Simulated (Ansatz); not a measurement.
LiLaGe2:
Space group Pnma (No. 62); a = 7.906 Å, b = 4.011 Å, c = 10.914 Å, α = β = γ = 90.00°

| atom | site | symmetry | x | y | z |
|---|---|---|---|---|---|
| Ge | 4c | .m. | 0.2174 | 0.2500 | 0.0707 |
| Ge | 4c | .m. | 0.1603 | 0.2500 | 0.6812 |
| La | 4c | .m. | 0.1392 | 0.2500 | 0.3663 |
| Li | 4c | .m. | 0.0061 | 0.7500 | 0.1116 |

Relaxed with r²SCAN.

Task: Which orbitals make up the states near the Fermi level in r²SCAN in the plane-wave PAW code Ansatz?

Result: Within 0.5 eV of the Fermi level: La 5d 50 %, Ge 4p 33 %, La 4f 7 %. Projections are on Löwdin-orthogonalised atomic valence shells; empty p or d shells of many metals are not among them.

Task: Tabulate the density of states.

Result: States/eV per cell of 16 atoms, in 0.25 eV bins, energy from the Fermi level.

```
E (eV)  total  La 4f  Ge 4p  La 5d
------  -----  -----  -----  -----
-7.85    2.07   0.01   0.40   0.23
-7.60    2.19   0.01   0.41   0.24
-7.35    2.41   0.02   0.44   0.26
-7.10    4.78   0.03   0.93   0.48
-6.85    5.17   0.03   1.08   0.48
-6.60    2.54   0.02   0.53   0.23
-6.35    2.81   0.03   0.62   0.23
-6.10    1.80   0.02   0.42   0.10
-5.85    0.00   0.00   0.00   0.00
-5.60    0.00   0.00   0.00   0.00
-5.35    0.00   0.00   0.00   0.00
-5.10    0.00   0.00   0.00   0.00
-4.85    0.00   0.00   0.00   0.00
-4.60    0.00   0.00   0.00   0.00
-4.35    1.16   0.01   0.83   0.12
-4.10    4.33   0.02   3.08   0.46
-3.85    6.95   0.04   4.80   0.90
-3.60    7.50   0.05   5.36   0.85
-3.35    7.93   0.06   5.74   1.00
-3.10    8.49   0.07   5.92   1.40
-2.85   10.93   0.11   7.58   1.89
-2.60    9.72   0.12   6.86   1.83
-2.35    9.83   0.14   6.83   2.02
-2.10   13.68   0.23   9.28   2.96
-1.85    9.30   0.20   6.17   2.05
-1.60    7.32   0.16   4.47   2.07
-1.35    8.09   0.20   4.88   2.44
-1.10    9.11   0.30   4.98   3.23
-0.85    4.49   0.21   2.27   1.73
-0.60    2.40   0.15   1.18   0.93
-0.35    2.77   0.17   1.13   1.28
-0.10    4.34   0.27   1.51   2.21
0.15     3.17   0.21   0.94   1.75
0.40     6.63   0.62   1.90   3.24
0.65     6.69   0.97   1.98   2.74
0.90     7.17   1.33   2.10   2.67
1.15    10.91   2.85   2.86   3.65
1.40    14.49   5.54   2.94   4.17
1.65    17.70  10.37   1.86   3.63
1.90    29.92  22.92   1.42   3.75
2.15    84.07  76.52   1.11   4.52
```

The workflow started from an entry of the Crystallography Open Database (COD, 200 K). Its standing as an ambient phase is unchecked. The r²SCAN relaxation kept the symmetry of its start; whether a distortion lowers the energy is not shown. Spin–orbit coupling is left out wherever it is not named.

Potentials: the later of the program's two PAW sets.
